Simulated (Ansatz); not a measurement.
The relaxed structure here is a generated cell of Lu2Ge2O7: the first start was made by placing the elements on the sites of a structure type, and the end was not matched to a known phase here, so it may be hypothetical.

A structure of Lu2Ge2O7 relaxed with r2SCAN (plane waves to 500 eV, PAW, scalar-relativistic; Ansatz, a program for electronic structure); single points at other levels follow on the same geometry (Ansatz, PAW; HSE06 at 420 eV on a 4×4×4 k-mesh; no spin-orbit coupling). Space group Fd-3m (No. 227).

```
CELL_PARAMETERS angstrom
      0.00000     4.90727     4.90727
      4.90727     0.00000     4.90727
      4.90727     4.90727     0.00000
ATOMIC_POSITIONS crystal
  Lu 0.12500 0.12500 0.12500
  Lu 0.12500 0.12500 0.62500
  Lu 0.12500 0.62500 0.12500
  Lu 0.62500 0.12500 0.12500
  Ge 0.62500 0.62500 0.62500
  Ge 0.62500 0.62500 0.12500
  Ge 0.62500 0.12500 0.62500
  Ge 0.12500 0.62500 0.62500
  O  0.54678 0.95322 0.95322
  O  0.95322 0.54678 0.54678
  O  0.95322 0.54678 0.95322
  O  0.54678 0.95322 0.54678
  O  0.95322 0.95322 0.54678
  O  0.54678 0.54678 0.95322
  O  0.70322 0.29678 0.70322
  O  0.29678 0.70322 0.29678
  O  0.29678 0.70322 0.70322
  O  0.70322 0.29678 0.29678
  O  0.29678 0.29678 0.70322
  O  0.70322 0.70322 0.29678
  O  0.00000 0.00000 0.00000
  O  0.25000 0.25000 0.25000
```

```
level   gap (eV)      kind  conduction minimum
------  --------  --------  ------------------
r2SCAN      4.12  indirect                   Γ
HSE06          …         –                   …
```

Problem. Complete the blanks.

Solution. 
- HSE06, gap (eV): 5.36
- HSE06, conduction minimum: Γ

HSE06 gaps come from a coarse mesh plus a few chosen points, so they may be too large. For this cell size the semilocal gaps come from the SCF mesh and high-symmetry points. No spin polarisation in the result.

The run could not lose the symmetry of its start: the end is stationary, and may be a saddle point rather than a minimum.
